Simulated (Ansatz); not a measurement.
**Ionic part of the dielectric constant of HCl at 1 GPa, mode by mode**

The calculation used Ansatz 0.2.0, DFT LDA, scalar-relativistic, plane waves, PAW. Settings: 420 eV plane-wave cutoff, Γ-centred 10×10×10 mesh, fixed occupations. No spin polarisation. Phonons by linear response, acoustic sum rule imposed.

The structure is tetragonal, space group I4mm (No. 107). The conventional cell has a = 3.519 Å, b = 3.519 Å, c = 4.896 Å, α = 90.00°, β = 90.00°, γ = 90.00°. H (site symmetry 4mm) is surrounded by 1 Cl at 1.31 Å. Around Cl (site symmetry 4mm) lie 1 H at 1.31 Å.

The crystal is built of molecules and no dispersion correction was added, so the binding between them is poorly described, and with it their spacing and whatever depends on it.

The primitive cell has V = 30.32 Å³ and ε∞,xx = 2.817. Each polar mode adds Δε = (4.92064×10⁷/V)·S/ν² along x, with S its oscillator strength in e²/amu, ν in cm⁻¹ and V in Å³.

Problem. From these modes, find each Δε and ε0,xx.
| ν (cm⁻¹) | S_xx (e²/amu) |
| --- | --- |
| 151.2 | 0.1682 |

Solution.
| ν (cm⁻¹) | Δε |
| --- | --- |
| 151.2 | 11.94 |

The sum is 11.940, so ε0,xx = 14.76; the run's tensor has 14.76.

Problem. Where do the longitudinal modes lie for a wave vector along x?

Solution. At 346 cm⁻¹. The Lyddane–Sachs–Teller product Π(ν_LO/ν_TO)² = 5.24 matches ε0/ε∞ = 5.24.

Whether HCl exists in this form wasn't checked.